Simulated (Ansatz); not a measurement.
Crystals of one structure type (rock salt) and one family of elements, relaxed and computed with plane-wave PAW PBE (Ansatz code).

```csv
crystal,V (Å³/atom),B₀ by P(V) fit (GPa)
LiF,8.41,67.2
NaF,12.99,?
LiCl,17.08,31.8
LiBr,20.92,25.7
RbCl,37.58,14.2
KBr,37.69,13.5
RbBr,43.20,11.9
```

Q: Fit a straight line to ln B₀ against ln V and predict the withheld value.

A: Least squares on the 6 shown rows: ln B₀ = -1.06 × ln V + (6.470), with a scatter of 1 %. For NaF this gives 42.6. The run itself gave 44.8, outside the scatter: the line misses something about this case.

All cells were relaxed under the symmetry of their starts (and spin orders); stability against distortions was not tested throughout. Spin–orbit coupling is left out wherever it is not named.

Potentials: the later of the program's two PAW sets.
